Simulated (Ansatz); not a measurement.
# Rb (dhcp): energy against volume

All numbers below come from Ansatz, DFT, r2SCAN, plane waves (500 eV) with PAW, scalar-relativistic. (PAW data from PBE, frozen cores regenerated.)

The cell is scaled uniformly from the relaxed one, with fractional coordinates and shape fixed. Energies are extrapolated to zero smearing, pressures are those at the given smearing. Magnetic state: spin not included.

A Birch-Murnaghan fit gives V₀ = 95.45 Å³/atom, B₀ = 2.6 GPa, B₀′ = 3.6.

Task: What are the energy above the minimum and the pressure at 87.740 Å³/atom?

Result: 5.9 meV/atom and 0.27 GPa as computed.

Task: What are the energy above the minimum and the pressure at 91.555 Å³/atom?

Result: 1.4 meV/atom and 0.13 GPa as computed.

Task: What are the energy above the minimum and the pressure at 102.999 Å³/atom?

Result: 4.4 meV/atom and -0.17 GPa as computed.
